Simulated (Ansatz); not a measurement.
Total density of states per atom from the program Ansatz at the PBEsol level (PAW), in 0.25 eV bins, energy from the Fermi level:

(E (eV), states/eV/atom): (-7.85, 0.03); (-7.60, 0.04); (-7.35, 0.05); (-7.10, 0.06); (-6.85, 0.07); (-6.60, 0.09); (-6.35, 0.10); (-6.10, 0.11); (-5.85, 0.13); (-5.60, 0.15); (-5.35, 0.17); (-5.10, 0.21); (-4.85, 0.28); (-4.60, 0.69); (-4.35, 0.93); (-4.10, 1.06); (-3.85, 1.29); (-3.60, 1.53); (-3.35, 0.99); (-3.10, 0.74); (-2.85, 0.51); (-2.60, 2.24); (-2.35, 1.86); (-2.10, 1.55); (-1.85, 1.55); (-1.60, 1.96); (-1.35, 1.98); (-1.10, 1.40); (-0.85, 0.63); (-0.60, 0.53); (-0.35, 0.53); (-0.10, 0.60); (0.15, 0.78); (0.40, 1.28); (0.65, 1.65); (0.90, 2.09); (1.15, 2.39); (1.40, 2.52); (1.65, 2.96); (1.90, 1.46); (2.15, 1.17); (2.40, 1.08); (2.65, 0.85); (2.90, 0.43); (3.15, 0.34); (3.40, 0.32); (3.65, 0.30); (3.90, 0.30); (4.15, 0.29); (4.40, 0.28); (4.65, 0.27)

Problem. Which of these materials gives this?
(A) Cr, bcc (W type)
(B) As, A7 (α-As type)
(C) LaB6, Pm-3m (La on 1a, B on 6f)
(D) Yb, fcc (Cu type)

Solution. A, Cr, bcc (W type). Within 0.5 eV of the Fermi level: Cr 3d 93 %. Projections are on Löwdin-orthogonalised atomic valence shells; empty p or d shells of many metals are not among them.

Space group Im-3m (bcc (W type)). The PBEsol relaxation kept the symmetry of its start. The workflow began spin-polarised and lost its moments. Textbook magnetic order: a spin-density-wave antiferromagnet.

Potentials: the later of the program's two PAW sets.
